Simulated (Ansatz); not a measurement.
ZnO:
```cif
data_O2Zn2
_chemical_formula_sum 'Zn2 O2'
_space_group_name_H-M_alt 'P 1'
_space_group_IT_number 1
_cell_length_a 3.22965
_cell_length_b 3.22965
_cell_length_c 5.21473
_cell_angle_alpha 90.000
_cell_angle_beta 90.000
_cell_angle_gamma 120.000
loop_
_space_group_symop_operation_xyz
  'x, y, z'
loop_
_atom_site_label
_atom_site_type_symbol
_atom_site_fract_x
_atom_site_fract_y
_atom_site_fract_z
_atom_site_occupancy
Zn1 Zn 0.66667 0.33333 0.00204 1
Zn2 Zn 0.33333 0.66667 0.50204 1
O1 O 0.66667 0.33333 0.62316 1
O2 O 0.33333 0.66667 0.12316 1
```

Relaxed with PBEsol. PBEsol in the plane-wave PAW code Ansatz gives a gap of 0.70 eV.

### Question
What gap does HSE06 give on the same cell (Ansatz, PAW)?

### Answer
2.53 eV, 1.83 eV more. The hybrid was solved on a coarser mesh and at special points; its gap is the smallest among all of these.

```
k  v1 PBEsol  c1 PBEsol  v1 HSE06  c1 HSE06
-  ---------  ---------  --------  --------
Γ       0.00       0.70      0.00      2.53
A      -0.40       3.39         ?         ?
M      -0.86       5.74         ?         ?
L      -1.41       5.60         ?         ?
```

### Question
Top valence (v1) and lowest conduction level (c1) in eV from each method's valence maximum (which need not be a listed point): supply the withheld HSE06 values.

### Answer

- L, v1 HSE06: -1.48
- L, c1 HSE06: 7.58
- M, v1 HSE06: -0.89
- M, c1 HSE06: 7.87
- A, v1 HSE06: -0.42
- A, c1 HSE06: 5.29

Cost on shared cores: the PBEsol run (SCF on a 10×10×6 mesh, then bands and DOS) around 30 core-seconds (rough), the HSE06 run (SCF on 7×7×4, then a few points) very roughly 2.9 core-minutes; the tasks are unlike.

Space group P6_3mc (wurtzite). The PBEsol relaxation kept the symmetry of its start.

Potentials: the later of the program's two PAW sets.
